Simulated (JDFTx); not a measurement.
```yaml
surface: Rh(111)
bulk: Rh, Fm-3m, lattice of mp-74 (not re-optimised)
slab: 6 atoms in 6 planes, 1x1, 11.0 Å between the outermost planes
in-plane cell: 2.691 × 2.691 Å, 6.27 Å²
cell_height: 27.0 Å
sampling: 10×10×1 k mesh, Fermi smearing 0.01 Ha, no spin polarisation
```

Profiles through the double layer of this slab, charged, in CANDLE, water, 0.5 M KF; PBE, GBRV ultrasoft potentials, plane waves to 20/100 Ha, a modified build of JDFTx. z is the height above the outermost atoms, φ the plane-averaged electrostatic potential energy of an electron (zero in the bulk liquid), ρ_b the bound charge of solvent and ions, s the cavity shape function (0 in the solid, 1 in the liquid).

```json
[
 {"z (Å)": "0.81", "n (e/Å³)": "0.3733", "s": "0.00", "φ (eV)": "-4.905", "ρ_b (10⁻³ e/Å³)": "0.00"},
 {"z (Å)": "1.26", "n (e/Å³)": "0.0883", "s": "0.00", "φ (eV)": "-2.146", "ρ_b (10⁻³ e/Å³)": "-0.08"},
 {"z (Å)": "1.71", "n (e/Å³)": "0.0248", "s": "0.00", "φ (eV)": "-0.620", "ρ_b (10⁻³ e/Å³)": "-2.22"},
 {"z (Å)": "2.16", "n (e/Å³)": "0.0070", "s": "0.01", "φ (eV)": "-0.106", "ρ_b (10⁻³ e/Å³)": "-3.92"},
 {"z (Å)": "2.61", "n (e/Å³)": "0.0020", "s": "0.15", "φ (eV)": "-0.036", "ρ_b (10⁻³ e/Å³)": "0.43"},
 {"z (Å)": "3.06", "n (e/Å³)": "0.0005", "s": "0.43", "φ (eV)": "-0.026", "ρ_b (10⁻³ e/Å³)": "0.45"},
 {"z (Å)": "3.51", "n (e/Å³)": "0.0001", "s": "0.72", "φ (eV)": "-0.021", "ρ_b (10⁻³ e/Å³)": "0.13"},
 {"z (Å)": "3.96", "n (e/Å³)": "0.0000", "s": "0.94", "φ (eV)": "-0.019", "ρ_b (10⁻³ e/Å³)": "0.03"},
 {"z (Å)": "4.41", "n (e/Å³)": "0.0000", "s": "1.00", "φ (eV)": "-0.017", "ρ_b (10⁻³ e/Å³)": "0.01"},
 {"z (Å)": "4.86", "n (e/Å³)": "0.0000", "s": "1.00", "φ (eV)": "-0.015", "ρ_b (10⁻³ e/Å³)": "0.00"},
 {"z (Å)": "5.31", "n (e/Å³)": "0.0000", "s": "1.00", "φ (eV)": "-0.014", "ρ_b (10⁻³ e/Å³)": "0.00"},
 {"z (Å)": "5.76", "n (e/Å³)": "0.0000", "s": "1.00", "φ (eV)": "-0.012", "ρ_b (10⁻³ e/Å³)": "0.00"},
 {"z (Å)": "6.21", "n (e/Å³)": "0.0000", "s": "1.00", "φ (eV)": "-0.011", "ρ_b (10⁻³ e/Å³)": "0.00"},
 {"z (Å)": "6.66", "n (e/Å³)": "0.0000", "s": "1.00", "φ (eV)": "-0.010", "ρ_b (10⁻³ e/Å³)": "0.00"},
 {"z (Å)": "7.11", "n (e/Å³)": "0.0000", "s": "1.00", "φ (eV)": "-0.009", "ρ_b (10⁻³ e/Å³)": "0.00"},
 {"z (Å)": "7.56", "n (e/Å³)": "0.0000", "s": "1.00", "φ (eV)": "-0.008", "ρ_b (10⁻³ e/Å³)": "0.00"}
]
```

Is the electrode positively or negatively charged, and roughly by how much?

Positively: σ = 3.7 μC/cm² per face. The liquid's bound charge is of the opposite sign overall, and far from the surface φ decays with the screening length (4.3 Å).
